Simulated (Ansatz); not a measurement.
## Ag (fcc)

The computed numbers are results of LDA, scalar-relativistic (no spin polarisation) in the plane-wave PAW code Ansatz at 420 eV, 18×18×18 k-mesh, Gaussian smearing of 0.05 eV. The datasets are Ansatz's generated set soft_2.

```
CELL_PARAMETERS angstrom
0.00000 2.00050 2.00050
2.00050 0.00000 2.00050
2.00050 2.00050 0.00000
ATOMIC_POSITIONS crystal
Ag 0.00000 0.00000 0.00000
```

Cell and atoms are those of this level's equilibrium.

- Space group: Fm-3m (No. 225)
- Volume: 16.01 Å³/atom

Task: Estimate the band gap at this level of theory (LDA).

Result: zero (metallic).

The calculation's cell holds 19 valence electrons, an odd number. Without magnetic order each band takes two, so one stays part-filled and the crystal must be a metal.

**What was measured.** A measured cell of cubic Ag (space group Fm-3m) at 293 K, from the Crystallography Open Database (1988, doi:10.1007/BF01174717), has a = 4.086 Å and 17.05 Å³/atom.

**Against experiment.** LDA gives 4.001 Å and 16.01 Å³/atom, −6.1 % in volume (−2.1 % in length) from the database's cell. LDA overbinds and usually gives cells that are too small.
